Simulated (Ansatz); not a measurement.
**Data sheet: SiGeC$_{2}$ (DFT)**

SiGeC₂:
```yaml
crystal:
  lattice:
    - [3.17790, 0.00000, 0.00000]
    - [0.00000, 3.17790, 0.00000]
    - [0.00000, 0.00000, 4.48703]
  atoms:
    - { symbol: Si, position: [0.00000, 0.00000, 0.00000] }
    - { symbol: C, position: [0.50000, 0.00000, 0.23548] }
    - { symbol: Ge, position: [0.50000, 0.50000, 0.50000] }
    - { symbol: C, position: [0.00000, 0.50000, 0.76452] }
```

Space group P-4m2 (No. 115); conventional cell a = 3.1779 Å, b = 3.1779 Å, c = 4.4870 Å, α = 90.00°, β = 90.00°, γ = 90.00°.

Method: plane-wave PAW PBE (Ansatz code). Geometry: relaxed at this level of theory. Other levels are named where they apply.

### Cell and energy

```
Item                                                         Result
-----------------------------------------------------  ------------
Volume per atom                                            11.33 Å³
Density                                                  4.57 g/cm³
Formation energy from the elements (no fitted shifts)  0.13 eV/atom
```

### Electronic structure

```
Property                                                                       Value
--------------------------------------------  --------------------------------------
Band gap                                                          1.50 eV (indirect)
Valence-band maximum                                                            at Γ
Conduction-band minimum                                                         at M
Smallest direct gap on the standard path                                     1.86 eV
Hole effective mass, band 1 of 2 at the edge          5.5 along x, 0.52 along z (mₑ)
Hole effective mass, band 2 of 2 at the edge         0.19 along x, 0.52 along z (mₑ)
Hole effective mass with spin–orbit coupling  0.37, 0.44, 0.53 mₑ (principal values)
Gap with spin–orbit coupling                                                 1.48 eV
```

### Mechanics

```
Item                                   Result
----------------------------------  ---------
Bulk modulus (Birch–Murnaghan fit)  1920 kbar
Pressure derivative B′                    4.1
```

The start of the workflow was typed in or built on a structure type; neither database checked (COD, Materials Project) lists it. Its standing as an ambient phase is unchecked. The cell was relaxed with PBE under the symmetry of its start; whether a distortion lowers the energy is not shown. The references are the lowest solids computed at this level, not always the standard phases. Spin–orbit coupling is left out wherever it is not named.

Potentials: the earlier of the program's two PAW sets.
